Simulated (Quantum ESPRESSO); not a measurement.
## Kohn-Sham bands of NaCl (rock salt)

```xyz
2
Lattice="0.0000 2.7941 2.7941 2.7941 0.0000 2.7941 2.7941 2.7941 0.0000" Properties=species:S:1:pos:R:3 pbc="T T T"
Na     0.0000     0.0000     0.0000
Cl     2.7941     2.7941     2.7941
```

Structure: Materials Project mp-22862, symmetrised, not relaxed again. COD (Crystallography Open Database) has an entry of this formula and space group (matched by these alone). Method: PBE plane waves in Quantum ESPRESSO 7.5 (PseudoDojo norm-conserving files, 71 Ry, no spin polarisation, no spin-orbit coupling), Bloch states on a 10×10×10 mesh through Γ, Wannier90 4.0.1. Density: 10×10×10 mesh, cold smearing 0.01 Ry.

Energies are relative to the valence-band maximum; weights are on the orthonormalised atomic waves of the pseudopotential files, averaged over the group. 16 electrons a cell are treated as valence.

Question: Into which isolated groups do the bands fall, where do they lie and what are they made of?

Answer: 
```tsv
bands	from (eV)	to (eV)	filling	weight on atomic waves
1	-48.89	-48.89	filled	Na 2s 100 %
2–4	-20.84	-20.80	filled	Na 2p 100 %
5	-12.72	-12.29	filled	Cl 3s 93 %, Na 3s 6 %
6–8	-2.00	0.00	filled	Cl 3p 96 %
```

The Kohn-Sham gap over both meshes and the path is 5.22 eV.
